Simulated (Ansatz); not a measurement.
Input:

Si₂Mo:
```
Si2Mo
1.0
   -1.59514     1.59514     3.91033
    1.59514    -1.59514     3.91033
    1.59514     1.59514    -3.91033
Mo Si
1 2
Direct
  0.00000   0.00000   0.00000
  0.33506   0.33506   0.00000
  0.66494   0.66494   0.00000
```

This is the PBEsol-relaxed structure.

### Question
All from DFT-PBEsol in the program Ansatz with PAW potentials, unless another level is named. Predict the electronic character.

### Answer
metallic (no gap).

### Question
Next, the density of states at the Fermi level?

### Answer
0.08 states/eV per atom (mean over ±0.08 eV).

### Question
Next, the gap with spin–orbit coupling?

### Answer
none (metallic).

Space group I4/mmm (MoSi2 or CaC2 type). Symmetry was held in the PBEsol relaxation. The run is not spin-polarised. Scalar-relativistic: spin–orbit coupling is off unless named, which matters more the heavier the elements.

Potentials: the later of the program's two PAW sets.
